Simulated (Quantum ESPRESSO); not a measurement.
# TaTi3Zr2Sn2: different elements on one site, starting from this cell

A calculation, not a measurement. The program is pw.x of Quantum ESPRESSO 7.5 (plane-wave density functional theory). The cell is made up: eight metal atoms on a face-centred cubic lattice, with elements, volume, strain and displacements drawn at random and not relaxed, so it may be unstable or far from any real phase. PseudoDojo standard norm-conserving files set the functional (PBE unless stated); there is no spin polarisation or spin-orbit coupling, the Fermi-Dirac width of 0.25 eV means electrons at about 2900 K, and the masses in the input are unused placeholders. The tin pseudopotential is less sure than most, with forces differing by about three percent from a second method on plain tin. Heavy elements are run without spin-orbit coupling, which real alloys of them have. A spin test at this wide smearing found no moment, but such smearing suppresses magnetism that the real alloy may have.

The runs put different elements on site 7. Cell, positions, cutoff, mesh and smearing stay as in the input of run 1; sites are counted in its order. Stress in the tables is positive in tension.

Input of run 1:

```
&control calculation='scf', pseudo_dir='./dojo.nc.sr.pbe.v0_5.standard.upf', outdir='./o', disk_io='minimal', tprnfor=.true., tstress=.true. /
&system ibrav=0, nat=8, ntyp=4, nbnd=67, ecutwfc=87.97787729, nosym=.true., tot_charge=0,
 occupations='smearing', smearing='fd', degauss=0.0183746611
/
&electrons conv_thr=1.470e-08, electron_maxstep=70, mixing_beta=0.5 /
ATOMIC_SPECIES
Sn 1.0 Sn.upf
Ta 1.0 Ta.upf
Ti 1.0 Ti.upf
Zr 1.0 Zr.upf
CELL_PARAMETERS angstrom
0.0008 -2.1832 -2.1856
-6.4413 -2.1579 -0.0231
-2.1586 4.2812 -6.4708
ATOMIC_POSITIONS angstrom
Ta 0.0098 -0.1017 0.0748
Ti -2.0905 2.1098 -4.2992
Zr -2.1728 0.0261 -2.1883
Ti -4.2752 2.0947 -6.3772
Sn -4.3792 -0.1323 -4.354
Ti -4.3256 -2.1214 -2.1807
Zr -6.4998 -0.0276 -6.4853
Sn -6.4509 -2.1628 -4.3664
K_POINTS automatic
8 4 3 1 1 1
```

```
run  elements on sites 1 to 8  -TS (eV)  pressure (GPa)  stress xx (GPa)  stress yy (GPa)  stress zz (GPa)  stress yz (GPa)  stress xz (GPa)  stress xy (GPa)  iterations
  1   Ta Ti Zr Ti Sn Ti Zr Sn    -2.102            2.71            -1.54            -3.27            -3.31            -1.70             1.50            -1.57          21
  2   Ta Ti Zr Ti Sn Ti Pd Sn    -2.000           -3.94             4.89             3.29             3.63            -1.77             1.19            -1.02          22
  3   Ta Ti Zr Ti Sn Ti Rh Sn    -2.057           -5.65             7.29             4.68             4.99            -1.94             1.21            -1.21          20
  4   Ta Ti Zr Ti Sn Ti Sn Sn    -1.828            2.42            -2.44            -2.41            -2.42            -2.68            -0.12             0.46          18
```

Forces Fx Fy Fz (eV/Å):

| site | run 1 | run 2 | run 3 | run 4 |
| --- | --- | --- | --- | --- |
| 1 | -0.53 0.53 -0.25 | 0.21 -0.12 0.35 | 0.62 -0.25 0.45 | -0.56 0.26 0.00 |
| 2 | -0.87 0.21 -0.13 | -0.39 0.52 -0.45 | -0.12 0.62 -0.56 | -0.70 0.32 -0.25 |
| 3 | 0.42 -0.82 0.65 | 0.68 -0.86 0.69 | 0.66 -0.86 0.69 | 0.59 -0.77 0.60 |
| 4 | 0.29 0.44 -0.62 | -0.19 0.28 -0.39 | -0.51 0.18 -0.29 | -0.16 0.15 -0.30 |
| 5 | 1.59 1.18 -0.65 | 1.01 1.40 -1.07 | 0.74 1.48 -1.14 | 2.50 0.87 -0.41 |
| 6 | -0.26 -0.65 0.52 | -0.43 -0.65 0.48 | -0.44 -0.74 0.58 | -0.46 -0.48 0.31 |
| 7 | 0.30 0.19 -0.47 | -0.06 0.24 -0.28 | -0.14 0.27 -0.28 | -0.30 1.06 -1.22 |
| 8 | -0.93 -1.08 0.94 | -0.82 -0.81 0.67 | -0.81 -0.70 0.55 | -0.91 -1.42 1.27 |

Energies are left out, as each element's file has its own zero. A rerun of one cell of this series at a higher cutoff and on a denser mesh moved values by no more than 0.005 eV in energy, 0.03 GPa in stress and 0.006 eV/Å in force, and a second program with other atomic files agreed on that cell to 2 % rms in force and 0.5 GPa in pressure.